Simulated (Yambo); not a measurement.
A BSE run in Yambo for NaRhS2O8 (space group C2/m, No. 12) (LDA bands; 4×4×2 mesh, 21 valence and 10 conduction bands, static screening with 98 bands and a 3 Ry block, scissor 2.26 eV, Tamm-Dancoff; field along x) gives:

```json
[
 {"state": "1", "energy (eV)": "1.36", "states within 2 meV": "1", "relative strength": "< 0.01", "class": "dark"},
 {"state": "2", "energy (eV)": "1.59", "states within 2 meV": "1", "relative strength": "< 0.01", "class": "dark"},
 {"state": "3", "energy (eV)": "1.61", "states within 2 meV": "1", "relative strength": "< 0.01", "class": "dark"},
 {"state": "4", "energy (eV)": "2.23", "states within 2 meV": "1", "relative strength": "< 0.01", "class": "dark"},
 {"state": "5", "energy (eV)": "2.44", "states within 2 meV": "1", "relative strength": "< 0.01", "class": "dark"}
]
```

Axes are Cartesian, with cell vectors (Å) (3.99, -2.62, 0.00), (3.99, 2.62, 0.00), (-0.36, 0.00, 7.21).

Task: What changes when the window shrinks to 19 valence and 4 conduction bands?

Result: The lowest state goes from 1.364 eV to 1.374 eV, and its distance below the direct gap from 1.989 eV to 1.979 eV. These are vertical excitations (zero momentum). The scissor comes from a G0W0 run whose convergence isn't established.

Spin-orbit coupling is not included.

Geometry of the Materials Project entry, not relaxed at this level; primitive cell a = b = 4.769 Å, c = 7.218 Å, α = β = 92.37°, γ = 66.57°.

The structure is a Materials Project entry; no match was found in the copy of COD used, and its stability was not checked.
